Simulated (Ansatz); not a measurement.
**Fields on a plane of BeS (zinc blende)**

```xyz
2
Lattice="0.0000 2.4380 2.4380 2.4380 0.0000 2.4380 2.4380 2.4380 0.0000" Properties=species:S:1:pos:R:3 pbc="T T T"
S      3.6570     3.6570     3.6570
Be     0.0000     0.0000     0.0000
```

The slice is a {111} plane (indices of the conventional cell) through the point (0.750, 0.750, 0.750) (fractional), spanned by u = [100] and v = [-1 2 0] in vectors of this cell: u (3.45 Å) and v (5.97 Å, at 90° to u). It covers one period; positions are fractions (u, v).

Atoms on it: S at (0.00, 0.00); S at (0.50, 0.50). Other atoms lie within 1 Å of the plane.

Computed with PBE (plane waves to 420 eV, PAW, scalar-relativistic; Ansatz, a program for electronic structure). k mesh 12×12×12. Inside the PAW spheres the values are not all-electron values, and peaks at nuclei hang on which shells count as valence. BeS was relaxed with its symmetry unable to fall.

| v \ u | 0.00 | 0.17 | 0.33 | 0.50 | 0.67 | 0.83 |
|---|---|---|---|---|---|---|
| 0.88 | 0.0 | -0.2 | -0.8 | -1.3 | -0.8 | -0.2 |
| 0.75 | -0.6 | -0.7 | -1.0 | -1.0 | -1.0 | -0.7 |
| 0.62 | -0.8 | -0.5 | -0.2 | 0.0 | -0.2 | -0.5 |
| 0.50 | -0.9 | -0.4 | 0.1 | -3.0 | 0.1 | -0.4 |
| 0.38 | -1.3 | -0.8 | -0.2 | 0.0 | -0.2 | -0.8 |
| 0.25 | -1.0 | -1.0 | -0.7 | -0.6 | -0.7 | -1.0 |
| 0.12 | 0.0 | -0.2 | -0.5 | -0.8 | -0.5 | -0.2 |
| 0.00 | -3.0 | 0.1 | -0.4 | -0.9 | -0.4 | 0.1 |

Values: log₁₀ of the valence density in e/Å³. The scale is logarithmic, as a density can span decades between atoms and voids; values under 0.001 e/Å³ are set to 0.001.

| v \ u | 0.00 | 0.11 | 0.22 | 0.33 | 0.44 | 0.56 | 0.67 | 0.78 | 0.89 |
|---|---|---|---|---|---|---|---|---|---|
| 0.94 | x | x | x | 4.2 | 6.7 | 6.7 | 4.2 | x | x |
| 0.84 | <-1.0 | -0.9 | 4.0 | 6.6 | 7.5 | 7.5 | 6.6 | 4.0 | -0.9 |
| 0.75 | x | 1.0 | 4.4 | 6.3 | 6.8 | 6.8 | 6.3 | 4.4 | 1.0 |
| 0.66 | x | x | 2.2 | 1.6 | <-1.0 | <-1.0 | 1.7 | 2.2 | x |
| 0.56 | 1.0 | 2.0 | -0.7 | x | x | x | x | -0.7 | 1.9 |
| 0.47 | 6.2 | 5.4 | <-1.0 | x | x | x | x | <-1.0 | 5.4 |
| 0.38 | 7.5 | 7.0 | 4.4 | <-1.0 | x | x | <-1.0 | 4.4 | 7.0 |
| 0.28 | 7.4 | 7.1 | 6.1 | 3.8 | 1.4 | 1.4 | 3.8 | 6.1 | 7.1 |
| 0.19 | 2.7 | 3.7 | 4.0 | 0.5 | x | x | 0.5 | 4.0 | 3.7 |
| 0.09 | x | x | <-1.0 | 1.2 | x | x | 1.2 | <-1.0 | x |
| 0.00 | x | x | x | 2.7 | 5.0 | 5.0 | 2.7 | x | x |

Values: electrostatic potential energy of an electron, from the cell's mean, in eV. Points within 0.9 Å of a nucleus are blanked (x), as the pseudised field means little there. Values under -1 eV are set to -1. The zero, the cell's mean, hangs on the PAW cores.
